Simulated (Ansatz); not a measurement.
Fe3N: from the end of a run back to its start

Fe3N is taken as a measured crystal structure (space group P6_322), 8 atoms in the cell. Source: COD entry 1530588; the sample's temperature and pressure aren't taken into account, and it need not be the stable phase.

```
CELL_PARAMETERS angstrom
4.78900 0.00000 0.00000
-2.39450 4.14740 0.00000
0.00000 0.00000 4.41000
ATOMIC_POSITIONS crystal
Fe 0.33330 0.33330 0.00000
Fe 0.66670 0.00000 0.00000
Fe 0.00000 0.66670 0.00000
Fe 0.66670 0.66670 0.50000
Fe 0.00000 0.33330 0.50000
Fe 0.33330 0.00000 0.50000
N 0.33333 0.66667 0.25000
N 0.66667 0.33333 0.75000
```

Atoms are numbered from 1 in the order listed.

The calculation used DFT, LDA+U, PAW, plane waves, scalar-relativistic in Ansatz development build ahead of 0.2.0.

* Hubbard term (Dudarev form): U − J = 4.9 eV on Fe d, on Löwdin-orthonormalised all-electron atomic orbitals
* Plane-wave cutoff: 420 eV
* k-point mesh: 5×5×5 (Γ-centred)
* Occupations: Gaussian smearing, 0.03 eV

Site moments are integrals over atomic spheres and don't add up to the total.

A static U favours moments and orbital order; the result depends on U and need not be the measured state.

The mesh is too coarse to rank close states of a metal with certainty: differences of some tens of meV/atom may change, at times in sign.

A plain SCF has the search for lower states switched off and ends at the first converged state. The default search lets the program follow hints of a lower state (another filling of open shells, a soft direction), where it sees any. With a search on, the program may also reshape the start on open shells. Ends within 0.2 meV/atom and 0.1 μB count as one state.

One run gave this history:

| iteration | Harris–Foulkes energy + 27244 (eV) | largest residual (eV) | M (μB) | absolute moment (μB) |
| --- | --- | --- | --- | --- |
| 1 | 0.8223 | 1.23e+00 | 0.00 | 20.39 |
| 2 | 0.1387 | 6.06e-01 | 0.00 | 20.04 |
| 3 | -1.8960 | 2.85e-01 | 0.00 | 18.96 |
| 4 | -2.6600 | 1.16e-01 | 0.00 | 18.64 |
| 5 | -3.3538 | 2.56e-01 | 0.00 | 18.24 |
| 6 | -3.8746 | 2.24e-02 | 0.01 | 18.26 |
| 7 | -3.9503 | 1.84e-02 | -0.06 | 18.29 |
| 8 | -4.0284 | 1.38e-01 | 0.20 | 18.30 |
| 10 | -4.1648 | 1.78e-02 | -0.02 | 18.32 |
| 12 | -4.2207 | 2.01e-03 | 0.00 | 18.29 |
| 14 | -4.2448 | 4.05e-04 | -0.01 | 18.28 |
| 16 | -4.2474 | 7.60e-05 | -0.01 | 18.29 |
| 18 | -4.2475 | 3.67e-05 | -0.01 | 18.28 |
| 19 | -4.2475 | 1.76e-05 | -0.01 | 18.28 |
| 21 | -4.2476 | 3.47e-06 | -0.01 | 18.28 |
| 23 | -4.2476 | 7.31e-07 | -0.01 | 18.28 |
| 25 | -4.2476 | 9.56e-08 | -0.01 | 18.28 |

It ended antiferromagnetic, site moments Fe1 2.64, Fe2 2.64, Fe3 2.64, Fe4 -2.64, Fe5 -2.64, Fe6 -2.64 μB, total -0.01 μB per cell, no gap on the k-mesh.

Question: These set-ups ended in different states. Which one gave the run above?
A. spin on, no moments given (the program may seed its own), plain SCF
B. opposed moments +++---, plain SCF [Fe1 4.00, Fe2 4.00, Fe3 4.00, Fe4 -4.00, Fe5 -4.00, Fe6 -4.00 μB]
C. opposed moments +--+--, default search for lower states [Fe1 4.00, Fe2 -4.00, Fe3 -4.00, Fe4 4.00, Fe5 -4.00, Fe6 -4.00 μB]

Answer: B. The others ended as follows, with energies against this run: “opposed moments +--+--, default search for lower states” ferrimagnetic, -29.9 meV/atom; “spin on, no moments given (the program may seed its own), plain SCF” ferromagnetic, +136 meV/atom.
